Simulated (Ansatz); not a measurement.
Input and command of a plane-wave DFT calculation in Ansatz:

```yaml
crystal:
  lattice:
    - [0.0, 3.3796716056, 3.3796716056]
    - [3.3796716056, 0.0, 3.3796716056]
    - [3.3796716056, 3.3796716056, 0.0]
  atoms:
    - { symbol: Hf, position: [0.0, 0.0, 0.0] }
    - { symbol: Br, position: [0.25, 0.25, 0.25] }
    - { symbol: Br, position: [0.75, 0.75, 0.75] }
basis:
  ecutwfc: 420
kpoints:
  mp_grid: { grid: [6, 6, 6] }
hamiltonian:
  xc: pbe
scf:
  occupations: { method: gaussian, width: 0.1 }
  lower_state_search: "off"
output:
  forces: true
  stress: true
  eigenvalues: true
```

```bash
ansatz run input.yaml --threads 1 --pin off --max-ram 2560MiB --backend cpu --events-out ev --progress --plain --runs-dir out
```

Processor: Arm Neoverse N1, 1 thread, on a host shared with other jobs.

Problem. Estimate time, memory and problem size.

Solution. About 3.5 s on 1 thread of Arm Neoverse N1, on a shared host, peak memory 0.33 GiB. It solves 24 bands at 16 k points (the mesh reduced by the symmetry that the task leaves, which can be less than the crystal's) with about 1459 plane waves, in 7 SCF iterations.
